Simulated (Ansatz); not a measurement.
YIr (CsCl type, space group No. 221) under volume change, plane-wave PAW LDA (Ansatz code), scaled uniformly.

| V (Å³/atom) | E − E(relaxed) (meV/atom) | P (GPa) |
|---|---|---|
| 17.232 | ? | ? |
| 17.800 | 36.6 | 10.92 |
| 18.368 | ? | ? |
| 18.936 | 0.0 | 0.00 |
| 19.504 | 7.8 | -4.26 |
| 20.073 | 29.5 | -7.89 |
| 20.641 | 63.1 | -10.97 |

Q: Fill in the missing entries.

A: 
- 18.368, E − E(relaxed) (meV/atom): 8.7
- 18.368, P (GPa): 5.02
- 17.232, E − E(relaxed) (meV/atom): 87.3
- 17.232, P (GPa): 17.85

Q: What does a third-order Birch–Murnaghan fit give for V₀, B₀ and B′?

A: V₀ = 18.94 Å³/atom, B₀ = 154 GPa, B′ = 4.4.

Space group Pm-3m (CsCl type). The workflow started from a Materials Project entry (that database holds measured and hypothetical structures alike); the Crystallography Open Database files this formula in space group No. 221, but the cells were not matched. Whether it is the stable phase at ambient conditions was not checked. Symmetry was held in the LDA relaxation; of distortions, only those at the zone centre were tested. No spin polarisation was allowed. Scalar-relativistic: spin–orbit coupling is off unless named, which matters more the heavier the elements.

Potentials: the later of the program's two PAW sets.
